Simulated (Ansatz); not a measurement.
Yb (fcc, Cu type)

```
CELL_PARAMETERS angstrom
      0.00000     2.61133     2.61133
      2.61133     0.00000     2.61133
      2.61133     2.61133     0.00000
ATOMIC_POSITIONS crystal
  Yb 0.00000 0.00000 0.00000
```

The slice is a {110} plane (indices of the conventional cell) through the point (0.000, 0.000, 0.000) (fractional), spanned by u = [100] and v = [1 -1 -1] in vectors of this cell: u (3.69 Å) and v (5.22 Å, at 90° to u). It covers one period; positions are fractions (u, v).

Calculation: PBE (plane waves to 420 eV, PAW, scalar-relativistic; Ansatz, a quantum-chemistry and plane-wave program). k mesh 15×15×15. Near the nuclei the fields are pseudised (PAW); where an atom keeps semicore shells as valence, they peak there. The PAW data are Ansatz's earlier set. The relaxed volume of Yb is well below the measured one. Yb is run without spin polarisation. Yb was relaxed with its symmetry unable to fall. The filling of the f shell was not checked against other fillings, so treat energies with care.

Three fields on this plane, each scaled to ten steps between its own extremes (0 low, 9 high; the total valence density on a logarithmic scale, the potential cut 8 eV below its top; x marks points blanked near nuclei; v = 0 in the bottom row):

Map A
```
|xxxxx20022002xxxx|
|xxxxx10022001xxxx|
|xxxx3001441003xxx|
|xxx300035530003xx|
|32100025665200012|
|00000246776420000|
|01123466666643211|
|44456666556666544|
|77777655445567777|
|99887653333567889|
|99987543223457899|
|99987542222457899|
|99987543223457899|
|99887653333567889|
|77777655445567777|
|44456666556666544|
|01123466666643211|
|00000246776420000|
|32100025665200012|
|xxx300035530003xx|
|xxxx3001441003xxx|
|xxxxx10022001xxxx|
|xxxxx20022002xxxx|
|xxxxx30011003xxxx|
```

Map B
```
|xxxxx01455410xxxx|
|xxxxx02466420xxxx|
|xxxx0035665300xxx|
|xxx002467764200xx|
|00002467777642000|
|11235667777665321|
|55566777777776655|
|77777777777777777|
|88888776666778888|
|99988776666778899|
|99988766556678899|
|99998766556678999|
|99988766556678899|
|99988776666778899|
|88888776666778888|
|77777777777777777|
|55566777777776655|
|11235667777665321|
|00002467777642000|
|xxx002467764200xx|
|xxxx0035665300xxx|
|xxxxx02466420xxxx|
|xxxxx01455410xxxx|
|xxxxx00455400xxxx|
```

Map C
```
|xxxxx94100149xxxx|
|xxxxx73100137xxxx|
|xxxx9521001259xxx|
|xxx963100001369xx|
|99753100000013579|
|44321000000001234|
|11110000000000111|
|00000000000000000|
|00000000000000000|
|00000000000000000|
|00000000000000000|
|00000000000000000|
|00000000000000000|
|00000000000000000|
|00000000000000000|
|00000000000000000|
|11110000000000111|
|44321000000001234|
|99753100000013579|
|xxx963100001369xx|
|xxxx9521001259xxx|
|xxxxx73100137xxxx|
|xxxxx94100149xxxx|
|xxxxx94100149xxxx|
```

Question: Assign the maps to these fields: electron localisation function (ELF); valence electron density; electrostatic potential energy of an electron, from the cell's mean.

Answer: A is the electron localisation function (ELF); B is the electrostatic potential energy of an electron, from the cell's mean; C is the valence electron density.
